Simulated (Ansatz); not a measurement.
Relaxed-ion elastic tensor of MgZn$_{2}$O$_{3}$ in space group P-3m1 (No. 164; Mg on 1a, Zn on 2d, O on 2d, O on 1b) in GPa (Voigt order), the program Ansatz at the r²SCAN level (PAW); density 5.87 g/cm³, 9.58 Å³ per atom.

```
  319    122    109   25.2    0.0    0.0
  122    319    109  -25.2    0.0    0.0
  109    109    334    0.0    0.0    0.0
 25.2  -25.2    0.0   72.1    0.0    0.0
  0.0    0.0    0.0    0.0   72.1   25.2
  0.0    0.0    0.0    0.0   25.2   98.6
```

Task: Is the crystal mechanically stable?

Result: Yes: the smallest eigenvalue of C is 56.9 GPa.

Task: Work out the Voigt, Reuss and Hill averages.

Result: K_V = 183, K_R = 183, K_H = 183; G_V = 90.8, G_R = 81.2, G_H = 86.0 GPa.

Task: Give Young's modulus, Poisson's ratio, Pugh's ratio and the universal anisotropy index.

Result: E = 9KG/(3K + G) = 223 GPa; ν = 0.30; K/G = 2.13 (ductile by the Pugh limit of 1.75); A_U = 5G_V/G_R + K_V/K_R − 6 = 0.59.

Task: Estimate the sound speeds and the Debye temperature.

Result: v_l = √((K + 4G/3)/ρ) = 7130 m/s, v_t = √(G/ρ) = 3830 m/s, mean 4270 m/s; Θ = (h/k)(3n/4πV)^(1/3) v_m = 599 K.

Task: How much does each axis shrink under pressure?

Result: Linear compressibilities β_i = Σ_j S_ij (j = 1 to 3): x 1.8, y 1.8, z 1.8 per TPa.

The first step of the workflow began from a Materials Project structure, measured or hypothetical; the Crystallography Open Database copy checked does not list it. With Mg and Zn taken as one species the cell has the higher symmetry Fm-3m, so it may be an ordered model of a mixed-site phase. Whether it is the stable phase at ambient conditions was not checked. The cell was relaxed with r²SCAN under the symmetry of its start; of distortions, only those at the zone centre were tested.

Potentials: the later of the program's two PAW sets.
